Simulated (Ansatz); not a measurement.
A generator proposed this cell of CoSi₆Ni₂.

```cif
data_structure
_symmetry_space_group_name_H-M 'P 1'
_symmetry_Int_Tables_number 1
_cell_length_a 3.8572
_cell_length_b 3.8572
_cell_length_c 9.4481
_cell_angle_alpha 90.000
_cell_angle_beta 90.000
_cell_angle_gamma 120.000
_cell_volume 121.73
loop_
_atom_site_label
_atom_site_type_symbol
_atom_site_fract_x
_atom_site_fract_y
_atom_site_fract_z
_atom_site_occupancy
Co1 Co 0.00000 0.00000 0.50000 1
Si1 Si 0.66667 0.33333 0.58333 1
Si2 Si 0.00000 0.00000 0.25000 1
Si3 Si 0.33333 0.66667 0.91667 1
Si4 Si 0.00000 0.00000 0.75000 1
Si5 Si 0.33333 0.66667 0.41667 1
Si6 Si 0.66667 0.33333 0.08333 1
Ni1 Ni 0.66667 0.33333 0.83333 1
Ni2 Ni 0.33333 0.66667 0.16667 1
```

Method: DFT PBE, scalar-relativistic, plane waves, PAW in Ansatz 0.2.0. Settings: cutoff 420 eV, Γ-centred mesh 6×6×2 on the computed 9-atom cell, Gaussian smearing of 0.10 eV; collinear spin from starting moments 3.0 0.0 0.0 0.0 0.0 0.0 0.0 2.0 2.0 μB.

Formation energies are uncorrected and refer to the elements' standard structures at the same level.

**Question.** Estimate its pressure, forces and energy as it stands.

**Answer.** The pressure is -4.8 GPa (the mean over three directions, positive in compression), the largest force is 0.70 eV/Å, and the energy is −0.41 eV/atom against the elements. The shortest distance is 2.36 Å.

**Question.** Is it a good guess?

**Answer.** A good one: relaxing gains under 0.1 eV/atom (the start's value is from the coarse mesh, so the gain is rough) in 10 ionic steps and ends at −0.42 eV/atom on the finer mesh. The symmetry stays P-3m1 (No. 164). The volume per atom shrinks by 2.9 %, from 13.5 to 13.1 Å³. The shortest distance goes from 2.36 Å (Co–Si and Si–Ni) to 2.29 Å (Co–Si). Conventional cell: a = 3.822 Å, c = 9.342 Å. Co has 8 Si at 2.29–2.32 Å; Si on its first site is surrounded by 3 Co at 2.32 Å, 1 Ni at 2.39 Å and 6 Si at 2.65–2.70 Å; Ni is surrounded by 8 Si at 2.33–2.39 Å; 2 more sites not described.

The last run used a 12×12×4 mesh (in the run's order of axes) for its 9-atom cell and Gaussian smearing of 0.10 eV. Trial moments died out on the coarse mesh, so the last step has no spin; another magnetic start might hold. The relaxation can't lower the symmetry of the start, and the grade says only how near the guess is to its own end. Symmetry constrained the relaxation, so the result can be a saddle point.
